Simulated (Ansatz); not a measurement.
Ti$_{2}$InN:
```
CELL_PARAMETERS angstrom
      3.05336     0.00000     0.00000
     -1.52668     2.64428     0.00000
      0.00000     0.00000    13.88587
ATOMIC_POSITIONS crystal
  Ti 0.66667 0.33333 0.42083
  Ti 0.33333 0.66667 0.57917
  Ti 0.33333 0.66667 0.92083
  Ti 0.66667 0.33333 0.07917
  In 0.66667 0.33333 0.75000
  In 0.33333 0.66667 0.25000
  N  0.00000 0.00000 0.00000
  N  0.00000 0.00000 0.50000
```

Relaxed with PBEsol. Special points in fractions of this cell's reciprocal vectors: Γ (0.000, 0.000, 0.000); M (0.500, 0.000, 0.000); K (0.333, 0.333, 0.000); A (0.000, 0.000, 0.500); L (0.500, 0.000, 0.500); H (0.333, 0.333, 0.500).

Task: List the band energies nearest the Fermi level at these points for DFT-PBEsol with spin–orbit coupling in the program Ansatz with PAW potentials.

Result: In eV from the Fermi level; about four levels below and three above (degenerate sets whole), none deeper than 8.9 eV; points with the same levels are listed once.

```tsv
k	below	above
Γ	-2.74 -2.74 -0.16 -0.16	0.05 0.05 0.05 0.05
M	-1.48 -1.48 -1.44 -1.44	1.35 1.35 1.40 1.40
K	-1.41 -1.41 -0.74 -0.74	0.55 0.55 0.64 0.64 0.64 0.64
A	-0.02 -0.02 -0.02 -0.02	0.05 0.05 0.05 0.05
L	-1.46 -1.46 -1.46 -1.46	1.37 1.37 1.37 1.37
H	-0.15 -0.15 -0.13 -0.13	0.42 0.42 0.44 0.44
```

Space group P6_3/mmc. The first step of the workflow began from a Materials Project structure, measured or hypothetical; the Crystallography Open Database copy checked does not list it. Its standing as an ambient phase is unchecked. The cell was relaxed with PBEsol under the symmetry of its start; its stability against distortions is not shown here. The run is not spin-polarised.

Potentials: the later of the program's two PAW sets.
